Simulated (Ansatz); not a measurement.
Data:

AgRhO$_{2}$:
```xyz
4
Lattice="1.5122 0.8731 6.1140 -1.5122 0.8731 6.1140 0.0000 -1.7462 6.1140" Properties=species:S:1:pos:R:3 pbc="T T T"
Ag     0.0000     0.0000     0.0000
Rh     0.0000     0.0000     9.1710
O      0.0000     0.0000    16.2784
O      0.0000     0.0000     2.0635
```

This is the LDA-relaxed structure.

**Question.** All from LDA in the plane-wave PAW code Ansatz, unless another level is named. Predict the Born charges (a third of the trace).

**Answer.** Ag +1.10, Rh +2.51, O -1.81 e.

**Question.** And the electronic dielectric constant ε∞ (DFPT)?

**Answer.** 13.5 (xx = yy), 14.7 (zz).

**Question.** Give the static dielectric constant ε0 (ions relaxed, cell fixed).

**Answer.** 15.3 (xx = yy), 15.9 (zz).

Space group R-3m. The first step of the workflow began from a Materials Project structure, measured or hypothetical; the Crystallography Open Database copy checked does not list it. Its standing as an ambient phase is unchecked. Symmetry was held in the LDA relaxation; of distortions, only those at the zone centre were tested. No spin polarisation was allowed. Spin–orbit coupling is left out wherever it is not named.

Potentials: the later of the program's two PAW sets.
